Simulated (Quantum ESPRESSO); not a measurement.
Field gradients of Se from a PBE PAW density (pw.x of a modified build of Quantum ESPRESSO, JTH datasets) with the all-electron reconstruction of Petrilli and co-workers. The input of pw.x:

```
&CONTROL
  calculation = 'scf'
  prefix = 'x'
  pseudo_dir = './pseudo'
  outdir = './out'
  tprnfor = .true.
/
&SYSTEM
  ibrav = 0
  nat = 3
  ntyp = 1
  ecutwfc = 40
  ecutrho = 160
  occupations = 'fixed'
  nbnd = 13
/
&ELECTRONS
  conv_thr = 1e-11
/
ATOMIC_SPECIES
Se 78.971 Se.GGA_PBE-JTH.UPF
CELL_PARAMETERS angstrom
    4.504820190752     0.000000000000     0.000000000000
   -2.252410095376     3.901288724673     0.000000000000
    0.000000000000     0.000000000000     4.978800000000
ATOMIC_POSITIONS crystal
Se     0.217890000000     0.000000000000     0.333333000000
Se     0.000000000000     0.217890000000     0.666666333333
Se     0.782110000000     0.782110000000    -0.000000333333
K_POINTS automatic
6 6 5 0 0 0
```
Geometry: a computed entry of the Materials Project; it was not checked against measured cells. It is Se in P3₁21. Stability against distortions was not tested. Forces on the atoms reach 0.31 eV/Å at this level.

Vzz is the sum of three terms, each taken along its main axis: the smooth valence density, the ions (nucleus and frozen core) with the augmentation charges of all other spheres, and the all-electron minus smooth density in the atom's own sphere. The split hangs on the datasets.  Cores are frozen. Se had no test against all-electron runs.

```tsv
site	smooth valence density	ions and other spheres	own sphere	Vzz (a.u.)
Se (atoms 1, 2, 3)	-0.028	-0.111	…	…
```

### Question
What belongs in the gaps?

### Answer

- Se (atoms 1, 2, 3), own sphere: -5.290
- Se (atoms 1, 2, 3), Vzz (a.u.): -5.429
